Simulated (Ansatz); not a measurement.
## Sn: energy along a strain

Sn, Fd-3m, a = 6.491 Å (as given, not relaxed at this level: 1.6 GPa). Ansatz: r2SCAN, PAW, 500 eV, Γ-centred 12×12×12 mesh on 2 atoms, Gaussian smearing 0.10 eV; no spin polarisation. Cell vectors (Å): 0.000 3.246 3.246; 3.246 0.000 3.246; 3.246 3.246 0.000. The cell is strained by x per cent times the pattern (1 -1 0 0 0 0) in the order xx yy zz yz xz xy (engineering shears), with fractional coordinates held. y is the free energy over the start, V0 = 34.189 Å³/atom. Symmetry makes y even in x.

```
x (%) y (meV/atom)
-4.00             ?
-2.00          3.22
 0.00          0.00
 0.50          0.20
 1.00          0.80
 1.50          1.81
 2.50          5.03
 3.00          7.25
 3.50          9.85
```

Q: Fit y = c2 x² + c4 x⁴ to the other rows, get the stiffness along the pattern, and predict the missing energy.

A: Least squares on the rows shown. y = 0.8058 x² − 0.0001143 x⁴. The clamped-ion stiffness p·C·p = 2 × 8.058 eV × 160.2 / 34.189 Å³ = 76 GPa (second derivative at the start, which stands under stress). At x = -4.00 the fit asked for gives 12.86 meV/atom. The run gave 12.85 meV/atom, so the fit is 0.01 meV/atom too high, a small miss on the scale of the series.

Cost: 9 runs of about 6.3 core-minutes in all, on AMD EPYC 7R43 (Zen 3) (shared hosts).